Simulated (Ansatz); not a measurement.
HfB2:
```
HfB2
1.0
    3.14507     0.00000     0.00000
   -1.57254     2.72371     0.00000
    0.00000     0.00000     3.48744
Hf B
1 2
Direct
  0.00000   0.00000   0.00000
  0.33333   0.66667   0.50000
  0.66667   0.33333   0.50000
```

Relaxed with PBE. Special points in fractions of this cell's reciprocal vectors: Γ (0.000, 0.000, 0.000); M (0.500, 0.000, 0.000); K (0.333, 0.333, 0.000); A (0.000, 0.000, 0.500); L (0.500, 0.000, 0.500); H (0.333, 0.333, 0.500).

Problem. List the band energies nearest the Fermi level at these points for DFT-PBE in the program Ansatz with PAW potentials.

Solution. In eV from the Fermi level; about four levels below and three above (degenerate sets whole), none deeper than 8.9 eV; points with the same levels are listed once.

| k | below | above |
|---|---|---|
| Γ | -3.04 -2.94 -2.94 -2.79 | 3.93 3.93 4.56 4.56 |
| M | -4.17 -3.43 -2.90 | 2.10 2.65 5.46 |
| K | -8.29 -8.29 -7.76 -2.62 -2.62 | 1.68 1.68 3.38 |
| A | -8.39 -1.20 -1.20 | 0.26 0.26 0.93 0.93 |
| L | -7.50 -5.00 -4.74 -2.73 | 3.96 4.06 6.14 |
| H | -5.54 -3.21 -3.21 | 4.36 5.34 6.81 6.81 |

Space group P6/mmm. The PBE relaxation kept the symmetry of its start; of distortions, only those at the zone centre were tested. No spin polarisation was allowed. Spin–orbit coupling is left out wherever it is not named.

Potentials: the later of the program's two PAW sets.
